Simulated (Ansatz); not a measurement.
RbLiZnS2:
```yaml
crystal:
  lattice:
    - [-1.97417, 1.97417, 6.71112]
    - [1.97417, -1.97417, 6.71112]
    - [1.97417, 1.97417, -6.71112]
  atoms:
    - { symbol: Rb, position: [0.00000, 0.00000, 0.00000] }
    - { symbol: Li, position: [0.25000, 0.75000, 0.50000] }
    - { symbol: Zn, position: [0.75000, 0.25000, 0.50000] }
    - { symbol: S, position: [0.65104, 0.65104, 0.00000] }
    - { symbol: S, position: [0.34896, 0.34896, 0.00000] }
```

Cartesian axes are those of the cell as given.

**Question.** Give the high-frequency dielectric tensor and the Born effective charge tensors of the independent atoms from DFPT, plane-wave PAW PBEsol (Ansatz code).

**Answer.** 
ε∞:
```
4.81  0.00  0.00
0.00  4.81  0.00
0.00  0.00  4.11
```
Z* of atom 1 (Rb), rows: field, columns: displacement, in e:
```
1.22  0.00  0.00
0.00  1.22  0.00
0.00  0.00  1.64
```
Z* of atom 2 (Li), rows: field, columns: displacement, in e:
```
0.92  0.00  0.00
0.00  0.92  0.00
0.00  0.00  0.43
```
Z* of atom 3 (Zn), rows: field, columns: displacement, in e:
```
2.13  0.00  0.00
0.00  2.13  0.00
0.00  0.00  1.03
```
Z* of atom 4 (S), rows: field, columns: displacement, in e:
```
-2.64   0.00   0.00
 0.00  -1.64   0.00
 0.00   0.00  -1.55
```

Static charges for comparison (Bader): Rb1 +0.80, Li2 +0.85, Zn3 +0.74, S4 -1.19 e. Born charges measure polarisation by displacement and can exceed these by far.

Space group I-4m2. The workflow started from a Materials Project entry (that database holds measured and hypothetical structures alike); the Crystallography Open Database copy checked does not list it. With Li and Zn taken as one species the cell has the higher symmetry I4/mmm, so it may be an ordered model of a mixed-site phase. Whether it is the stable phase at ambient conditions was not checked. The cell was relaxed with PBEsol under the symmetry of its start; whether a distortion lowers the energy is not shown. Spin–orbit coupling is left out wherever it is not named.

Potentials: the later of the program's two PAW sets.
